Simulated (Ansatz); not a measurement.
Mo₃Se₄:
```cif
data_Mo6Se8
_chemical_formula_sum 'Mo6 Se8'
_space_group_name_H-M_alt 'P 1'
_space_group_IT_number 1
_cell_length_a 6.77991
_cell_length_b 6.77991
_cell_length_c 6.77991
_cell_angle_alpha 91.817
_cell_angle_beta 91.817
_cell_angle_gamma 91.817
loop_
_space_group_symop_operation_xyz
  'x, y, z'
loop_
_atom_site_label
_atom_site_type_symbol
_atom_site_fract_x
_atom_site_fract_y
_atom_site_fract_z
_atom_site_occupancy
Mo1 Mo 0.58556 0.76423 0.45150 1
Mo2 Mo 0.41444 0.23577 0.54850 1
Mo3 Mo 0.45150 0.58556 0.76423 1
Mo4 Mo 0.54850 0.41444 0.23577 1
Mo5 Mo 0.76423 0.45150 0.58556 1
Mo6 Mo 0.23577 0.54850 0.41444 1
Se1 Se 0.77905 0.77905 0.77905 1
Se2 Se 0.22095 0.22095 0.22095 1
Se3 Se 0.87489 0.61346 0.26207 1
Se4 Se 0.12511 0.38654 0.73793 1
Se5 Se 0.26207 0.87489 0.61346 1
Se6 Se 0.73793 0.12511 0.38654 1
Se7 Se 0.61346 0.26207 0.87489 1
Se8 Se 0.38654 0.73793 0.12511 1
```

Relaxed with r²SCAN.

Problem. Tabulate the valence density and the electron localisation function along the shortest Mo–Se contact (2.54 Å), DFT-r²SCAN in the program Ansatz with PAW potentials.

Solution. 

| distance from Mo (Å) | density (e/Å³) | ELF |
|---|---|---|
| 0.25 | 6.50 | 0.52 |
| 0.38 | 6.04 | 0.67 |
| 0.51 | 4.83 | 0.72 |
| 0.64 | 3.26 | 0.67 |
| 0.76 | 1.88 | 0.50 |
| 0.89 | 1.01 | 0.29 |
| 1.02 | 0.61 | 0.18 |
| 1.14 | 0.49 | 0.21 |
| 1.27 | 0.49 | 0.38 |
| 1.40 | 0.55 | 0.58 |
| 1.52 | 0.67 | 0.69 |
| 1.65 | 0.83 | 0.73 |
| 1.78 | 1.25 | 0.73 |
| 1.91 | 2.46 | 0.66 |
| 2.03 | 5.61 | 0.52 |
| 2.16 | 12.81 | 0.33 |
| 2.29 | 25.20 | 0.18 |

The density is the valence pseudo-density with augmentation charge, so density and ELF within about 1 Å of a nucleus are not all-electron values.

Space group R-3. The workflow started from a Materials Project entry (that database holds measured and hypothetical structures alike); the Crystallography Open Database files this formula in space group No. 148, but the cells were not matched. Whether it is the stable phase at ambient conditions was not checked. The r²SCAN relaxation kept the symmetry of its start; its stability against distortions is not shown here. The run is not spin-polarised.

Potentials: the later of the program's two PAW sets.
